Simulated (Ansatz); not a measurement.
**AlO2: from a guess to a relaxed structure**

These are results of Ansatz, DFT PBE, scalar-relativistic, plane waves, PAW, not measurements. Cutoff 420 eV, Gaussian smearing, Γ-centred meshes. Cell and atoms relax first on a coarse mesh and then on a finer one. In between, the cell is made exact in the group found at 0.06 Å. In metals the finer mesh still leaves noise of several meV/atom or more. The steps can't lower the symmetry of their start. Collinear spin is switched on along the way, since trial moments persisted in a coarse test.

Recipe of this trial structure of AlO2: random cell by space group and Wyckoff sites (P4/mbm, No. 127). Lengths were set from tabulated atomic sizes, so they are only a guess.

```xyz
6
Lattice="4.1457 0.0000 0.0000 0.0000 4.1457 0.0000 0.0000 0.0000 3.7485" Properties=species:S:1:pos:R:3 pbc="T T T"
Al    0.0000    2.0729    0.0000
Al    2.0729    0.0000    0.0000
O     0.9866    3.0594    0.0000
O     3.1592    1.0863    0.0000
O     3.0594    3.1592    0.0000
O     1.0863    0.9866    0.0000
```

Energies over the elements count from the elements' standard structures at the same level (O₂ as a molecule), with no fitted energy shifts.

Task: What does it relax into?

Result: The symmetry goes from P4/mbm (No. 127) to P4/mmm (No. 123), and the primitive cell from 6 to 3 atoms. The volume per atom grows by 109.3 %, from 10.7 to 22.5 Å³. The shortest distance goes from 1.40 Å (Al–O) to 1.76 Å (Al–O). The energy falls by about 2.6 eV/atom (the start's value is from the coarse mesh). The end is written in a standard setting, so origin, axes and order of atoms can differ from the start's. Conventional cell: a = 3.528 Å, c = 5.414 Å. Around Al lie 4 O at 1.76 Å; O has 2 Al at 1.76 Å.

```cif
data_structure
_symmetry_space_group_name_H-M 'P4/mmm'
_symmetry_Int_Tables_number 123
_cell_length_a 3.5284
_cell_length_b 3.5284
_cell_length_c 5.4144
_cell_angle_alpha 90.000
_cell_angle_beta 90.000
_cell_angle_gamma 90.000
_cell_volume 67.41
loop_
_atom_site_label
_atom_site_type_symbol
_atom_site_symmetry_multiplicity
_atom_site_Wyckoff_symbol
_atom_site_fract_x
_atom_site_fract_y
_atom_site_fract_z
_atom_site_occupancy
Al1 Al 1 c 0.50000 0.50000 0.00000 1
O1 O 2 f 0.50000 0.00000 0.00000 1
```

Task: How does it come out in energy, and is it a metal?

Result: The formation energy is −1.68 eV/atom and the gap on the 14×14×10 mesh of the 3-atom cell is 0 eV (a metal). The net moment per atom is 0.26 μB and the moment by site is O 0.3 (×2) μB.

A negative formation energy is needed for stability but isn't enough: competing phases decide.

The last run used collinear spin and Gaussian smearing of 0.10 eV. No dispersion correction is applied, so the spacing and binding between layers, chains or molecules are poorly described. Another magnetic order may lie lower. A structure relaxed within its symmetry needn't be a true minimum. Site moments count only spheres around the atoms; the net moment includes the space between them.
